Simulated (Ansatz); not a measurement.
With PBE in the plane-wave PAW code Ansatz, C in the hexagonal phase (P6_122; C on 6b) relaxes to a = 3.571 Å, c = 3.377 Å.

The Kohn–Sham gap is 4.13 eV (indirect). The valence maximum lies on the L–M line, 8 % of the way from L and the conduction minimum on the Γ–A line, 39 % of the way from Γ (2 equivalent valleys). The electron mass is 0.30, 4.8, 4.8 mₑ (principal values). The hole mass is 0.57, 0.79, 1.1 mₑ (principal values).

The bulk modulus is 387 GPa.

The start of the workflow was typed in or built on a structure type; neither database checked (COD, Materials Project) lists it. It is not the phase usual at ambient conditions (space group No. 194, 227). The cell was relaxed with PBE under the symmetry of its start; its stability against distortions is not shown here.

Potentials: the earlier of the program's two PAW sets.
